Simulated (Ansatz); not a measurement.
**Ansatz 0.2.0, relaxation: Te6PdS2**

Run with:

```bash
ansatz run input.yaml --threads 2 --pin off --max-ram 2560MiB --backend cpu --events-out ev --progress --plain --runs-dir out
```

The input file (Ansatz 0.2.0, plane waves):

```yaml
crystal:
  lattice:
    - [4.689873, 0.0, 0.0]
    - [-0.579205, 7.35947, 0.0]
    - [-1.245206, -2.272585, 8.448944]
  atoms:
    - { symbol: Te, position: [0.2553, 0.1941, 0.4451] }
    - { symbol: Te, position: [0.7447, 0.8059, 0.5549] }
    - { symbol: S, position: [0.3147, 0.2397, 0.2179] }
    - { symbol: S, position: [0.6853, 0.7603, 0.7821] }
    - { symbol: Te, position: [0.3039, 0.1428, 0.8408] }
    - { symbol: Te, position: [0.6961, 0.8572, 0.1592] }
    - { symbol: Pd, position: [0.0, 0.0, 0.0] }
    - { symbol: Te, position: [0.0946, 0.4893, 0.2182] }
    - { symbol: Te, position: [0.9054, 0.5107, 0.7818] }
kpoints:
  mp_grid: { grid: [4, 3, 2], shift: [0.5, 0.0, 0.5] }
magnetization:
  spin_polarized: false
scf:
  occupations: { method: fermi_dirac }
  lower_state_search: "off"
hamiltonian:
  pseudopotentials: { kind: paw }
  xc: r2scan
basis:
  ecutwfc: 500
  fft_grid_basis: typed
relax:
  max_steps: 40
output:
  forces: true
  stress: true
  eigenvalues: true
  populations: true
  elf: true
  write_potential: true
  volumetric_format: npy
  dos:
    e_range: [-12, 8]
    de: 0.05
    projected: { site_lists: { Pd: [Pd], S: [S], Te: [Te] } }
    method: { smearing: { sigma: 0.1, scheme: gaussian } }
  bader: false
checkpoint:
  read: saved_state
```

Origin of the cell: a known structure type with other elements, at an estimated volume, so it need not be a known compound.

The smearing width isn't typed, so it takes its default of 0.1 eV.

The saved state is a converged single point of the same cell.

Steps:

| step | ΔF (meV/atom) | max force component (eV/Å) | SCF iterations | step was |
| --- | --- | --- | --- | --- |
| 1 | 0.0 | 4.236 | 7 | accepted |
| 2 | -305.2 | 1.375 | 6 | accepted |
| 3 | -385.2 | 0.799 | 6 | accepted |
| 4 | -439.2 | 0.765 | 6 | accepted |
| 5 | -502.2 | 0.667 | 6 | accepted |
| 6 | -520.1 | 0.707 | 7 | accepted |
| 7 | -537.2 | 0.166 | 6 | accepted |
| 8 | -541.4 | 0.173 | 8 | accepted |
| 9 | -543.0 | 0.103 | 7 | accepted |
| 10 | -544.3 | 0.074 | 6 | accepted |
| 11 | -544.6 | 0.053 | 6 | accepted |
| 12 | -545.1 | 0.027 | 6 | accepted |
| 13 | -545.1 | 0.016 | 6 | accepted |
| 14 | -545.1 | 0.009 | 6 | accepted |

Step 1, with forces in eV/Å:

```xyz
9
Lattice="4.690 0.000 0.000 -0.579 7.359 0.000 -1.245 -2.273 8.449" Properties=species:S:1:pos:R:3:forces:R:3 pbc="T T T" step=1
Te    0.531    0.417    3.761   -1.176   -2.021    4.234
Te    2.335    4.670    4.688    1.176    2.021   -4.234
S     1.066    1.269    1.841    3.208   -2.133   -4.201
S     1.800    3.818    6.608   -3.208    2.133    4.201
Te    0.296   -0.860    7.104    0.679    0.755   -1.215
Te    2.570    5.947    1.345   -0.679   -0.755    1.215
Pd    0.000    0.000    0.000    0.000    0.000    0.000
Te   -0.111    3.105    1.844   -2.397    4.236   -0.029
Te    2.977    1.982    6.605    2.397   -4.236    0.029
```

Step 2, with forces in eV/Å:

```xyz
9
Lattice="4.690 0.000 0.000 -0.579 7.359 0.000 -1.245 -2.273 8.449" Properties=species:S:1:pos:R:3:forces:R:3 pbc="T T T" step=2
Te    0.496    0.317    3.899   -0.442   -0.443    0.803
Te    2.370    4.770    4.550    0.442    0.443   -0.803
S     1.095    1.243    1.781    0.505   -0.730   -1.204
S     1.771    3.844    6.668   -0.505    0.730    1.204
Te    0.328   -0.802    6.946   -0.155    0.233   -0.367
Te    2.537    5.889    1.502    0.155   -0.233    0.367
Pd    0.000    0.000    0.000    0.000    0.000    0.000
Te   -0.169    3.289    1.822   -0.571    1.375   -0.059
Te    3.035    1.798    6.627    0.571   -1.375    0.059
```

Step 3, with forces in eV/Å:

```xyz
9
Lattice="4.690 0.000 0.000 -0.579 7.359 0.000 -1.245 -2.273 8.449" Properties=species:S:1:pos:R:3:forces:R:3 pbc="T T T" step=3
Te    0.364    0.297    3.873   -0.270   -0.072   -0.219
Te    2.502    4.790    4.576    0.270    0.072    0.219
S     1.055    1.258    1.686    0.197   -0.532   -0.196
S     1.811    3.829    6.763   -0.197    0.532    0.196
Te    0.229   -0.750    6.840   -0.218   -0.090   -0.189
Te    2.636    5.837    1.609    0.218    0.090    0.189
Pd    0.000    0.000    0.000    0.000    0.000    0.000
Te   -0.171    3.477    1.773   -0.371    0.799   -0.266
Te    3.036    1.610    6.676    0.371   -0.799    0.266
```

Step 4, with forces in eV/Å:

```xyz
9
Lattice="4.690 0.000 0.000 -0.579 7.359 0.000 -1.245 -2.273 8.449" Properties=species:S:1:pos:R:3:forces:R:3 pbc="T T T" step=4
Te    0.238    0.264    3.776   -0.163    0.280   -0.765
Te    2.627    4.823    4.673    0.163   -0.280    0.765
S     1.040    1.260    1.611    0.241   -0.279    0.401
S     1.825    3.827    6.838   -0.241    0.279   -0.401
Te    0.160   -0.786    6.741   -0.173   -0.541   -0.053
Te    2.705    5.873    1.708    0.173    0.541    0.053
Pd    0.000    0.000    0.000    0.000    0.000    0.000
Te   -0.213    3.617    1.644   -0.280    0.224   -0.467
Te    3.078    1.470    6.805    0.280   -0.224    0.467
```

Step 5, with forces in eV/Å:

```xyz
9
Lattice="4.690 0.000 0.000 -0.579 7.359 0.000 -1.245 -2.273 8.449" Properties=species:S:1:pos:R:3:forces:R:3 pbc="T T T" step=5
Te    0.127    0.299    3.642    0.055    0.471   -0.667
Te    2.738    4.788    4.807   -0.055   -0.471    0.667
S     1.067    1.276    1.558    0.283   -0.018    0.522
S     1.799    3.811    6.891   -0.283    0.018   -0.522
Te    0.115   -0.909    6.649    0.102   -0.607    0.001
Te    2.750    5.996    1.800   -0.102    0.607   -0.001
Pd    0.000    0.000    0.000    0.000    0.000    0.000
Te   -0.286    3.689    1.473   -0.066   -0.215   -0.170
Te    3.151    1.398    6.976    0.066    0.215    0.170
```

Step 6, with forces in eV/Å:

```xyz
9
Lattice="4.690 0.000 0.000 -0.579 7.359 0.000 -1.245 -2.273 8.449" Properties=species:S:1:pos:R:3:forces:R:3 pbc="T T T" step=6
Te    0.084    0.435    3.508    0.420    0.458    0.317
Te    2.782    4.652    4.941   -0.420   -0.458   -0.317
S     1.139    1.332    1.504   -0.008    0.126    0.217
S     1.727    3.755    6.945    0.008   -0.126   -0.217
Te    0.132   -1.081    6.569    0.387    0.272    0.298
Te    2.734    6.168    1.880   -0.387   -0.272   -0.298
Pd    0.000    0.000    0.000    0.000    0.000    0.000
Te   -0.333    3.711    1.375    0.050   -0.047    0.707
Te    3.199    1.376    7.074   -0.050    0.047   -0.707
```

Step 7, with forces in eV/Å:

```xyz
9
Lattice="4.690 0.000 0.000 -0.579 7.359 0.000 -1.245 -2.273 8.449" Properties=species:S:1:pos:R:3:forces:R:3 pbc="T T T" step=7
Te    0.200    0.576    3.589    0.039   -0.012    0.128
Te    2.665    4.511    4.860   -0.039    0.012   -0.128
S     1.106    1.419    1.495   -0.065    0.107   -0.166
S     1.760    3.668    6.954    0.065   -0.107    0.166
Te    0.124   -1.183    6.493   -0.013    0.110   -0.078
Te    2.741    6.270    1.956    0.013   -0.110    0.078
Pd    0.000    0.000    0.000    0.000    0.000    0.000
Te   -0.312    3.742    1.420    0.040    0.024    0.117
Te    3.177    1.345    7.029   -0.040   -0.024   -0.117
```

Step 9, with forces in eV/Å:

```xyz
9
Lattice="4.690 0.000 0.000 -0.579 7.359 0.000 -1.245 -2.273 8.449" Properties=species:S:1:pos:R:3:forces:R:3 pbc="T T T" step=9
Te    0.429    0.697    3.653   -0.040   -0.083   -0.065
Te    2.437    4.390    4.796    0.040    0.083    0.065
S     1.132    1.493    1.405   -0.011   -0.103   -0.052
S     1.733    3.594    7.044    0.011    0.103    0.052
Te   -0.045   -1.236    6.327    0.015   -0.075   -0.022
Te    2.910    6.323    2.122   -0.015    0.075    0.022
Pd    0.000    0.000    0.000    0.000    0.000    0.000
Te   -0.222    3.760    1.442    0.080   -0.041   -0.080
Te    3.088    1.326    7.007   -0.080    0.041    0.080
```

Step 10, with forces in eV/Å:

```xyz
9
Lattice="4.690 0.000 0.000 -0.579 7.359 0.000 -1.245 -2.273 8.449" Properties=species:S:1:pos:R:3:forces:R:3 pbc="T T T" step=10
Te    0.418    0.658    3.628   -0.008   -0.001   -0.023
Te    2.448    4.429    4.821    0.008    0.001    0.023
S     1.165    1.462    1.401   -0.038   -0.031   -0.004
S     1.700    3.625    7.048    0.038    0.031    0.004
Te   -0.028   -1.213    6.348   -0.035   -0.014   -0.017
Te    2.894    6.300    2.100    0.035    0.014    0.017
Pd    0.000    0.000    0.000    0.000    0.000    0.000
Te   -0.190    3.746    1.436    0.039   -0.034   -0.074
Te    3.055    1.341    7.013   -0.039    0.034    0.074
```

Step 11, with forces in eV/Å:

```xyz
9
Lattice="4.690 0.000 0.000 -0.579 7.359 0.000 -1.245 -2.273 8.449" Properties=species:S:1:pos:R:3:forces:R:3 pbc="T T T" step=11
Te    0.422    0.660    3.633    0.020    0.016   -0.030
Te    2.443    4.427    4.815   -0.020   -0.016    0.030
S     1.190    1.433    1.403    0.026    0.003   -0.019
S     1.676    3.654    7.046   -0.026   -0.003    0.019
Te   -0.071   -1.183    6.343    0.012   -0.044   -0.002
Te    2.936    6.270    2.106   -0.012    0.044    0.002
Pd    0.000    0.000    0.000    0.000    0.000    0.000
Te   -0.122    3.748    1.422   -0.003   -0.053   -0.002
Te    2.988    1.339    7.027    0.003    0.053    0.002
```

Step 12, with forces in eV/Å:

```xyz
9
Lattice="4.690 0.000 0.000 -0.579 7.359 0.000 -1.245 -2.273 8.449" Properties=species:S:1:pos:R:3:forces:R:3 pbc="T T T" step=12
Te    0.475    0.662    3.620   -0.006    0.014   -0.012
Te    2.390    4.425    4.829    0.006   -0.014    0.012
S     1.222    1.427    1.379    0.017   -0.004    0.003
S     1.643    3.659    7.070   -0.017    0.004   -0.003
Te   -0.099   -1.182    6.325   -0.019   -0.018    0.015
Te    2.965    6.269    2.124    0.019    0.018   -0.015
Pd    0.000    0.000    0.000    0.000    0.000    0.000
Te   -0.099    3.728    1.422   -0.015   -0.009   -0.027
Te    2.965    1.359    7.027    0.015    0.009    0.027
```

Step 13, with forces in eV/Å:

```xyz
9
Lattice="4.690 0.000 0.000 -0.579 7.359 0.000 -1.245 -2.273 8.449" Properties=species:S:1:pos:R:3:forces:R:3 pbc="T T T" step=13
Te    0.482    0.668    3.612    0.008    0.000    0.003
Te    2.384    4.418    4.837   -0.008    0.000   -0.003
S     1.237    1.422    1.371    0.002   -0.006    0.007
S     1.629    3.665    7.078   -0.002    0.006   -0.007
Te   -0.112   -1.179    6.325   -0.004    0.004    0.001
Te    2.978    6.265    2.124    0.004   -0.004   -0.001
Pd    0.000    0.000    0.000    0.000    0.000    0.000
Te   -0.094    3.719    1.418   -0.004    0.016   -0.001
Te    2.960    1.368    7.031    0.004   -0.016    0.001
```

Step 14, with forces in eV/Å:

```xyz
9
Lattice="4.690 0.000 0.000 -0.579 7.359 0.000 -1.245 -2.273 8.449" Properties=species:S:1:pos:R:3:forces:R:3 pbc="T T T" step=14
Te    0.491    0.669    3.613    0.004    0.001   -0.005
Te    2.374    4.418    4.836   -0.004   -0.001    0.005
S     1.242    1.419    1.370    0.001    0.002    0.004
S     1.624    3.668    7.079   -0.001   -0.002   -0.004
Te   -0.120   -1.179    6.322   -0.004    0.007    0.006
Te    2.986    6.266    2.127    0.004   -0.007   -0.006
Pd    0.000    0.000    0.000    0.000    0.000    0.000
Te   -0.089    3.720    1.417   -0.003    0.009    0.003
Te    2.954    1.367    7.032    0.003   -0.009   -0.003
```

```
Free energy lowered by                                                                 : 545.1 meV/atom
Final pressure                                                                         : -0.05 GPa
Relaxation steps listed                                                                : 14
Formation energy (elements under the same functional, gases as molecules, uncorrected) : 0.087 eV/atom
```

Caveats: no spin-orbit coupling, though heavy elements are present; the SCF threshold is looser than advised for a stress; the k mesh is coarse if the cell is a metal; the relaxation held the start's symmetry, so the end may be a saddle point.

It ran for 11 min on 2 threads of Arm Neoverse N1, with other jobs on the host, peak memory 1.4 GiB, from a saved density.
